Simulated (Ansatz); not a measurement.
4 guesses for SrTiO and where they end

Level of theory: Ansatz, DFT PBE, scalar-relativistic, plane waves, PAW. Settings: cutoff 420 eV, Γ-centred meshes spaced at most about 0.3 Å⁻¹, and about 0.25 Å⁻¹ or finer for metals (2π included), Gaussian smearing. Collinear spin in cells that started with moments and kept them past the coarse steps, no spin elsewhere.

Each guess was relaxed in cell and atoms at zero pressure, within the symmetry of its start. Temperature and zero-point effects are left out. Coordination counts O atoms around Sr and Ti (those within 1.25 times the shortest such distance or 1.15 times the sum of covalent radii; the shortest distance is added where it is long for a bond).

```csv
guess,made from,start group,V start (Å³/atom),end group,V end (Å³/atom),coordination at the end,gap on mesh (eV),largest moment (μB),E over the lowest end (meV/atom)
1,random cell,P4/mmm,20.6,?,?,?,?,?,?
2,SrGaGe type,P-6m2,19.5,P-6m2,21.6,"Sr 6 from 3.7 Å, Ti 3",0,-,374
3,YCoC type,P4/mmm,17.5,P4/mmm,19.7,"Sr 4, Ti 2",0,0.6,0
4,random cell,P4/mmm,18.7,P4/mmm,21.1,"Sr 8 from 4.1 Å, Ti 4",0,-,721
```

Guess 1 as it starts:

```
CELL_PARAMETERS angstrom
3.39429 0.00000 0.00000
0.00000 3.39429 0.00000
0.00000 0.00000 5.37310
ATOMIC_POSITIONS crystal
Sr 0.50000 0.50000 0.00000
Ti 0.50000 0.50000 0.50000
O 0.00000 0.00000 0.00000
```

Question: Fill in the missing row: what does this guess relax into, and where does it rank?

Answer: It ends in space group P4/mmm (No. 123), with a = 3.379 Å, c = 7.882 Å, 30.0 Å³/atom and no gap, with moments up to 2.2 μB. It lies 1.04 eV/atom over the lowest end, above guess 4 and so the highest of the set. Counting O atoms around Sr and Ti, this end has Sr 4, Ti 8 from 4.6 Å and the lowest (guess 3) has Sr 4, Ti 2.

Space group P4/mmm (No. 123). a = 3.379 Å, b = 3.379 Å, c = 7.882 Å, α = 90.00°, β = 90.00°, γ = 90.00°
```
atom  site  symmetry       x       y       z
  Sr    1c     4/mmm  0.5000  0.5000  0.0000
  Ti    1d     4/mmm  0.5000  0.5000  0.5000
   O    1a     4/mmm  0.0000  0.0000  0.0000
```

The zero of energy is the elements' standard structures at the same level (O₂ as a molecule); no fitted shifts are applied.

Question: Is the lowest end bound against the elements?

Answer: Yes: its formation energy is −1.49 eV/atom. A negative formation energy is needed for stability but isn't enough: competing phases decide.

The magnetic state reached may not be the lowest. Cells relaxed within their symmetry can be saddle points. A lower structure may well exist outside this small set. Some candidate types were left out of the draw beforehand, so a known form may be missing.
